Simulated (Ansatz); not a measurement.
Ge$_{2}$Sb$_{2}$Te$_{5}$ in space group Cm (No. 8; Pearson symbol mS18), r²SCAN (plane waves, PAW; program Ansatz). The conduction-band minimum lies on the Γ–C line, 80 % of the way from Γ, with 2 equivalent valleys. Second derivatives d²E/dk² of the lowest band at one valley (eV·Å²), along Cartesian directions:

```json
[
 {"direction": "[100]", "d²E/dk²": "3.482"},
 {"direction": "[010]", "d²E/dk²": "223.6"},
 {"direction": "[001]", "d²E/dk²": "13.39"},
 {"direction": "[110]", "d²E/dk²": "113.7"},
 {"direction": "[101]", "d²E/dk²": "10.58"},
 {"direction": "[011]", "d²E/dk²": "118.6"}
]
```

### Question
Find the principal effective masses, the density-of-states mass and the conductivity mass.

### Answer
Off-diagonal terms follow from H_xy = H[110] − (H_xx + H_yy)/2, and m*/mₑ = 7.620 eV·Å² over each eigenvalue: 0.034, 0.55, 2.5. One valley's DOS mass (m₁m₂m₃)^(1/3) = 0.36, conductivity mass 3/(Σ 1/mᵢ) = 0.095 mₑ.

### Question
What effective density of states Nc follows at 300 K for parabolic valleys?

### Answer
Nc = 2.509e19 × 2 × (0.36)^(3/2) ≈ 1.1e19 cm⁻³.

The first step of the workflow began from a Materials Project structure, measured or hypothetical; the Crystallography Open Database copy checked does not list it. It is not the phase usual at ambient conditions (space group No. 164). The r²SCAN relaxation kept the symmetry of its start; whether a distortion lowers the energy is not shown. Scalar-relativistic: spin–orbit coupling is off unless named, which matters more the heavier the elements.

Potentials: the later of the program's two PAW sets.

Edges and masses are those of Kohn–Sham bands, whose gap is no quasiparticle gap.
